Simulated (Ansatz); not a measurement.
C in space group P6_222 (No. 180; C on 3c), PBE in the plane-wave PAW code Ansatz. The conduction-band minimum lies at M, with 3 equivalent valleys. Second derivatives d²E/dk² of the lowest band at one valley (eV·Å²), along Cartesian directions:

```csv
direction,d²E/dk²
[100],21.19
[010],18.12
[001],30.85
[110],19.65
[101],26.02
[011],24.46
```

Find the principal effective masses, the density-of-states mass and the conductivity mass.

Off-diagonal terms follow from H_xy = H[110] − (H_xx + H_yy)/2, and m*/mₑ = 7.620 eV·Å² over each eigenvalue: 0.25, 0.36, 0.42. One valley's DOS mass (m₁m₂m₃)^(1/3) = 0.33, conductivity mass 3/(Σ 1/mᵢ) = 0.33 mₑ.

What effective density of states Nc follows at 300 K for parabolic valleys?

Nc = 2.509e19 × 3 × (0.33)^(3/2) ≈ 1.4e19 cm⁻³.

The start of the workflow was typed in or built on a structure type; neither database checked (COD, Materials Project) lists it. It is not the phase usual at ambient conditions (space group No. 194, 227). The PBE relaxation kept the symmetry of its start; its stability against distortions is not shown here.

Potentials: the earlier of the program's two PAW sets.

Edges and masses are those of Kohn–Sham bands, whose gap is no quasiparticle gap.
